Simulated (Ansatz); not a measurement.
LaB2C2:
```cif
data_C4B4La2
_chemical_formula_sum 'La2 B4 C4'
_space_group_name_H-M_alt 'P 1'
_space_group_IT_number 1
_cell_length_a 5.34132
_cell_length_b 5.34132
_cell_length_c 3.89070
_cell_angle_alpha 90.000
_cell_angle_beta 90.000
_cell_angle_gamma 90.000
loop_
_space_group_symop_operation_xyz
  'x, y, z'
loop_
_atom_site_label
_atom_site_type_symbol
_atom_site_fract_x
_atom_site_fract_y
_atom_site_fract_z
_atom_site_occupancy
La1 La 0.00000 0.00000 0.00000 1
La2 La 0.50000 0.50000 0.00000 1
B1 B 0.36291 0.86291 0.50000 1
B2 B 0.13709 0.36291 0.50000 1
B3 B 0.63709 0.13709 0.50000 1
B4 B 0.86291 0.63709 0.50000 1
C1 C 0.16165 0.66165 0.50000 1
C2 C 0.33835 0.16165 0.50000 1
C3 C 0.83835 0.33835 0.50000 1
C4 C 0.66165 0.83835 0.50000 1
```

Relaxed with LDA.

Q: Which orbitals make up the states near the Fermi level in plane-wave PAW LDA (Ansatz code)?

A: Within 0.5 eV of the Fermi level: La 5d 48 %, B 2p 21 %, C 2p 12 %, La 4f 12 %. Projections are on Löwdin-orthogonalised atomic valence shells; empty p or d shells of many metals are not among them.

Q: Tabulate the density of states.

A: States/eV per cell of 10 atoms, in 0.25 eV bins, energy from the Fermi level.

| E (eV) | total | La 4f | C 2p | B 2p |
|---|---|---|---|---|
| -7.85 | 1.03 | 0.00 | 0.48 | 0.32 |
| -7.60 | 0.27 | 0.00 | 0.12 | 0.08 |
| -7.35 | 0.12 | 0.00 | 0.05 | 0.03 |
| -7.10 | 0.55 | 0.00 | 0.25 | 0.14 |
| -6.85 | 1.07 | 0.01 | 0.50 | 0.28 |
| -6.60 | 1.77 | 0.01 | 0.82 | 0.48 |
| -6.35 | 2.71 | 0.03 | 1.26 | 0.74 |
| -6.10 | 3.83 | 0.04 | 1.77 | 1.11 |
| -5.85 | 5.02 | 0.05 | 2.33 | 1.57 |
| -5.60 | 4.18 | 0.04 | 1.94 | 1.36 |
| -5.35 | 2.83 | 0.02 | 1.30 | 0.95 |
| -5.10 | 4.60 | 0.04 | 2.09 | 1.56 |
| -4.85 | 5.50 | 0.06 | 2.53 | 1.91 |
| -4.60 | 3.57 | 0.04 | 1.58 | 1.22 |
| -4.35 | 5.23 | 0.06 | 2.37 | 1.76 |
| -4.10 | 2.09 | 0.03 | 1.00 | 0.65 |
| -3.85 | 1.32 | 0.02 | 0.67 | 0.39 |
| -3.60 | 2.15 | 0.04 | 1.15 | 0.54 |
| -3.35 | 3.45 | 0.06 | 1.89 | 0.78 |
| -3.10 | 5.20 | 0.10 | 2.90 | 1.12 |
| -2.85 | 4.99 | 0.10 | 2.77 | 1.09 |
| -2.60 | 4.28 | 0.09 | 2.34 | 0.91 |
| -2.35 | 5.62 | 0.17 | 3.11 | 1.11 |
| -2.10 | 5.58 | 0.23 | 3.34 | 1.02 |
| -1.85 | 4.05 | 0.20 | 2.59 | 0.74 |
| -1.60 | 1.10 | 0.05 | 0.56 | 0.25 |
| -1.35 | 0.78 | 0.04 | 0.21 | 0.26 |
| -1.10 | 0.85 | 0.05 | 0.17 | 0.30 |
| -0.85 | 1.16 | 0.08 | 0.16 | 0.35 |
| -0.60 | 1.17 | 0.08 | 0.15 | 0.33 |
| -0.35 | 1.62 | 0.16 | 0.18 | 0.44 |
| -0.10 | 1.78 | 0.19 | 0.20 | 0.41 |
| 0.15 | 2.09 | 0.23 | 0.25 | 0.39 |
| 0.40 | 2.64 | 0.37 | 0.31 | 0.47 |
| 0.65 | 1.75 | 0.30 | 0.21 | 0.29 |
| 0.90 | 2.34 | 0.58 | 0.23 | 0.38 |
| 1.15 | 2.63 | 0.84 | 0.23 | 0.39 |
| 1.40 | 3.41 | 1.48 | 0.28 | 0.51 |
| 1.65 | 6.55 | 3.41 | 0.52 | 0.89 |
| 1.90 | 9.30 | 6.35 | 0.38 | 0.54 |
| 2.15 | 16.68 | 14.29 | 0.33 | 0.37 |
| 2.40 | 19.15 | 17.78 | 0.27 | 0.22 |
| 2.65 | 37.83 | 36.16 | 0.39 | 0.29 |
| 2.90 | 13.61 | 11.70 | 0.40 | 0.22 |
| 3.15 | 6.99 | 4.92 | 0.42 | 0.28 |
| 3.40 | 7.30 | 3.83 | 0.53 | 0.56 |

Space group P4/mbm. The workflow started from an entry of the Crystallography Open Database (COD), which files this formula under 2 space groups. Its standing as an ambient phase is unchecked. Symmetry was held in the LDA relaxation; of distortions, only those at the zone centre were tested. Spin–orbit coupling is left out wherever it is not named.

Potentials: the later of the program's two PAW sets.
